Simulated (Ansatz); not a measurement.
Level of theory: Ansatz, DFT PBE, scalar-relativistic, plane waves, PAW. Cutoff 420 eV, Γ-centred meshes of about 0.25 Å⁻¹ or finer for metals and 0.3 Å⁻¹ for insulators (2π included), Gaussian smearing. These runs have no spin polarisation.

Temperature and zero-point effects are left out.

Two relaxed structures of Ti3Al3Cu2:

A.

```xyz
8
Lattice="2.8479 0.0000 0.0000 0.0000 2.8479 0.0000 0.0000 0.0000 14.7988" Properties=species:S:1:pos:R:3 pbc="T T T"
Ti    0.0000    0.0000   10.8152
Ti    0.0000    0.0000    3.9837
Ti    0.0000    0.0000    0.0000
Al    1.4239    1.4239   12.7820
Al    1.4239    1.4239    2.0169
Al    0.0000    0.0000    7.3994
Cu    1.4239    1.4239    8.9637
Cu    1.4239    1.4239    5.8351
```

B.

```xyz
8
Lattice="6.8698 0.0000 0.0000 -3.4349 5.9494 0.0000 0.0000 0.0000 3.0266" Properties=species:S:1:pos:R:3 pbc="T T T"
Ti    2.7610    0.0000    1.5133
Ti    2.0544    3.5583    1.5133
Ti   -1.3805    2.3911    1.5133
Al    5.2375    0.0000    0.0000
Al    0.8161    1.4136    0.0000
Al   -2.6188    4.5358    0.0000
Cu    0.0000    3.9663    0.0000
Cu    3.4349    1.9831    0.0000
```

Question: Which would you expect to be lower, and how large is the difference?

Answer: A is lower, by 30 meV/atom. A has space group P4/mmm (No. 123), 15.0 Å³/atom and no gap on its mesh; B has space group P-62m (No. 189), 15.5 Å³/atom and no gap. Counting all near atoms (those within 1.25 times the shortest distance at each site; a plus sign parts nearer from farther groups; a slash parts the counts of unlike sites), A has Ti 12/12+1, Al 12/8+4, Cu 13 and B has Ti 12, Al 12, Cu 9+2. Both come from trial cells of a structure search.

For metals, differences of a few meV/atom aren't resolved. A magnetic state wasn't ruled out in cells without spin, among them P-62m. Trial moments fell under 0.15 μB along the way in P4/mmm and P-62m; another start might hold them. With atoms moved at random, A came back. B had no clear such test and can be a saddle point.
